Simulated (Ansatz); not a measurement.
ZnS:
```
ZnS
1.0
    3.62452     0.00000     0.00000
   -1.81226     3.13893     0.00000
    0.00000     0.00000     5.91465
Zn S
2 2
Direct
  0.00000   0.00000   0.00000
  0.00000   0.00000   0.50000
  0.33333   0.66667   0.25000
  0.66667   0.33333   0.75000
```

Relaxed with PBE.

### Question
Which orbitals make up the states near the band edges in plane-wave PAW PBE (Ansatz code)?

### Answer
Top 1 eV of the valence band: S 3p 90 %, Zn 3d 6 %. Bottom 1 eV of the conduction band: Zn 4s 79 %, S 3p 13 %, outside the projected shells 7 %. Projections are on Löwdin-orthogonalised atomic valence shells; empty p or d shells of many metals are not among them.

### Question
Tabulate the density of states.

### Answer
States/eV per cell of 4 atoms, in 0.25 eV bins, energy from the valence-band maximum.

| E (eV) | total | Zn 3d | S 3p | Zn 4s |
|---|---|---|---|---|
| -7.85 | 0.00 | 0.00 | 0.00 | 0.00 |
| -7.60 | 0.00 | 0.00 | 0.00 | 0.00 |
| -7.35 | 0.00 | 0.00 | 0.00 | 0.00 |
| -7.10 | 0.62 | 0.38 | 0.16 | 0.08 |
| -6.85 | 3.51 | 2.41 | 0.74 | 0.33 |
| -6.60 | 20.79 | 18.14 | 2.20 | 0.38 |
| -6.35 | 21.81 | 20.70 | 0.94 | 0.07 |
| -6.10 | 30.57 | 30.00 | 0.35 | 0.06 |
| -5.85 | 2.69 | 2.53 | 0.06 | 0.03 |
| -5.60 | 0.00 | 0.00 | 0.00 | 0.00 |
| -5.35 | 0.73 | 0.25 | 0.29 | 0.17 |
| -5.10 | 2.81 | 0.90 | 1.24 | 0.56 |
| -4.85 | 2.69 | 0.71 | 1.34 | 0.50 |
| -4.60 | 2.52 | 0.52 | 1.39 | 0.44 |
| -4.35 | 2.19 | 0.35 | 1.35 | 0.33 |
| -4.10 | 2.17 | 0.30 | 1.34 | 0.33 |
| -3.85 | 1.05 | 0.12 | 0.66 | 0.15 |
| -3.60 | 1.51 | 0.12 | 1.16 | 0.11 |
| -3.35 | 2.26 | 0.15 | 1.82 | 0.12 |
| -3.10 | 1.77 | 0.11 | 1.42 | 0.10 |
| -2.85 | 1.51 | 0.10 | 1.23 | 0.06 |
| -2.60 | 1.70 | 0.11 | 1.41 | 0.05 |
| -2.35 | 2.27 | 0.13 | 1.95 | 0.05 |
| -2.10 | 2.09 | 0.12 | 1.80 | 0.04 |
| -1.85 | 2.28 | 0.13 | 1.95 | 0.08 |
| -1.60 | 2.39 | 0.14 | 2.01 | 0.11 |
| -1.35 | 3.07 | 0.18 | 2.62 | 0.11 |
| -1.10 | 2.75 | 0.15 | 2.40 | 0.07 |
| -0.85 | 3.16 | 0.17 | 2.81 | 0.06 |
| -0.60 | 3.98 | 0.23 | 3.58 | 0.06 |
| -0.35 | 2.33 | 0.15 | 2.12 | 0.01 |
| -0.10 | 0.77 | 0.05 | 0.71 | 0.00 |
| 0.15 | 0.00 | 0.00 | 0.00 | 0.00 |
| 0.40 | 0.00 | 0.00 | 0.00 | 0.00 |
| 0.65 | 0.04 | 0.00 | 0.00 | 0.03 |
| 0.90 | 0.10 | 0.00 | 0.01 | 0.08 |
| 1.15 | 0.14 | 0.00 | 0.02 | 0.11 |
| 1.40 | 0.19 | 0.00 | 0.03 | 0.14 |
| 1.65 | 0.41 | 0.00 | 0.09 | 0.27 |
| 1.90 | 0.96 | 0.01 | 0.22 | 0.59 |
| 2.15 | 1.07 | 0.01 | 0.26 | 0.63 |
| 2.40 | 0.95 | 0.01 | 0.23 | 0.54 |
| 2.65 | 0.93 | 0.00 | 0.23 | 0.50 |
| 2.90 | 1.08 | 0.00 | 0.28 | 0.56 |
| 3.15 | 1.16 | 0.00 | 0.32 | 0.56 |
| 3.40 | 1.67 | 0.01 | 0.48 | 0.77 |
| 3.65 | 1.88 | 0.01 | 0.55 | 0.80 |
| 3.90 | 1.74 | 0.01 | 0.49 | 0.69 |
| 4.15 | 1.59 | 0.00 | 0.42 | 0.62 |
| 4.40 | 1.15 | 0.00 | 0.25 | 0.38 |
| 4.65 | 0.82 | 0.00 | 0.13 | 0.18 |
| 4.90 | 0.87 | 0.00 | 0.10 | 0.13 |
| 5.15 | 1.33 | 0.00 | 0.11 | 0.13 |

Space group P6_3/mmc (NiAs type). The start of the workflow was typed in or built on a structure type; neither database checked (COD, Materials Project) lists it. It is not the phase usual at ambient conditions (space group No. 186, 216). Symmetry was held in the PBE relaxation; whether a distortion lowers the energy is not shown.

Potentials: the later of the program's two PAW sets.
